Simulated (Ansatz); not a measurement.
# Profile along the K–K line in K (bcc, W type)

K (bcc, W type)

```yaml
crystal:
  lattice:
    - [-2.63975, 2.63975, 2.63975]
    - [2.63975, -2.63975, 2.63975]
    - [2.63975, 2.63975, -2.63975]
  atoms:
    - { symbol: K, position: [0.00000, 0.00000, 0.00000] }
```

Fields along a shortest K–K line of a {211} plane (4.57 Å), from K to K, interpolated on the slice's grid (step about 0.3 Å). All values below come from PBE (plane waves to 420 eV, PAW, scalar-relativistic; Ansatz, a program for electronic structure). k mesh 13×13×13. Inside the PAW spheres the values are not all-electron values, and peaks at nuclei hang on which shells count as valence. K was relaxed with its symmetry unable to fall. The PAW data are Ansatz's earlier set.

```csv
distance from K (Å),valence electron density (e/Å³),electron localisation function
0.00,4.17,x
0.23,4.22,x
0.46,3.48,x
0.69,1.84,0.88
0.91,0.66,0.80
1.14,0.20,0.50
1.37,0.07,0.12
1.60,0.03,0.03
1.83,0.02,0.04
2.06,0.02,0.14
2.29,0.02,0.20
2.51,0.02,0.14
2.74,0.02,0.04
2.97,0.03,0.03
3.20,0.07,0.12
3.43,0.20,0.50
3.66,0.66,0.80
3.88,1.84,0.88
4.11,3.48,x
4.34,4.22,x
4.57,4.17,x
```

x: too close to a nucleus for the ELF to mean much.

Density on the K–K line (4.57 Å) at its midpoint: 0.02 e/Å³. ELF at that point: 0.2.
